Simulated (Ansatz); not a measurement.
**Phonons of ScPd3 in the AuCu3-type structure**

The computed numbers are results of PBEsol, scalar-relativistic (no spin polarisation) in the plane-wave PAW code Ansatz at 420 eV, Gaussian smearing of 0.15 eV. The datasets are Ansatz's generated set soft_2.

```
CELL_PARAMETERS angstrom
3.94242 0.00000 0.00000
0.00000 3.94242 0.00000
0.00000 0.00000 3.94242
ATOMIC_POSITIONS crystal
Sc 0.00000 0.00000 0.00000
Pd 0.00000 0.50000 0.50000
Pd 0.50000 0.50000 0.00000
Pd 0.50000 0.00000 0.50000
```

The start was a prototype's sites filled with these elements; the Crystallography Open Database holds the compound in this structure.

Force constants come from finite displacements in a 2×2×2 supercell (the unit cell's 8×8×8 k-mesh, folded to it); the long-range dipole term is not included. Points in reciprocal vectors of this cell: Γ = (0.000, 0.000, 0.000), X = (0.000, 0.500, 0.000), M = (0.500, 0.500, 0.000), R = (0.500, 0.500, 0.500).

Frequencies at the named points (cm⁻¹, imaginary ones negative):
```
point                                         ω (cm⁻¹)
    Γ        0 0 0 139 139 139 167 167 167 215 215 215
    X  103 103 117 117 135 152 162 182 182 201 201 222
    M   87 104 119 119 134 134 156 185 195 198 217 217
    R     78 78 78 104 104 124 124 124 219 219 219 223
```

**Question.** Is the structure dynamically stable along this path, and where does the spectrum end?

**Answer.** Yes: no branch is imaginary beyond numerical noise. The highest frequency is 223 cm⁻¹, at R. Points that don't fit the supercell are interpolated.

**Question.** What does the harmonic approximation give for the vibrational free energy, entropy and heat capacity?

**Answer.** Zero-point energy 28.3 meV/atom.
| T (K) | F_vib (meV/atom) | S (J/K per mole of atoms) | C_V (J/K per mole of atoms) |
| --- | --- | --- | --- |
| 100 | 24.2 | 11.4 | 16.9 |
| 200 | 4.7 | 25.3 | 22.4 |
| 300 | -26.7 | 34.7 | 23.8 |
| 400 | -66.4 | 41.6 | 24.3 |
| 500 | -112.5 | 47.1 | 24.5 |
| 600 | -163.7 | 51.6 | 24.6 |
| 700 | -219.1 | 55.4 | 24.7 |
| 800 | -278.3 | 58.7 | 24.8 |
| 900 | -340.6 | 61.6 | 24.8 |
| 1000 | -405.8 | 64.2 | 24.8 |

The highest mode, 223 cm⁻¹, is worth 320 K. At 300 K the heat capacity has reached 95 % of the classical limit 3R = 24.9 J/K per mole of atoms: a mode at k_BT already holds 92 % of its classical share, and one at 1.5 k_BT 83 %.

The crystal is a metal or nearly so; low and unstable modes depend on mesh and smearing.

It ran for 4.2 min on 4 threads of Arm Neoverse V1, with other jobs on the host, peak memory 4.6 GiB.
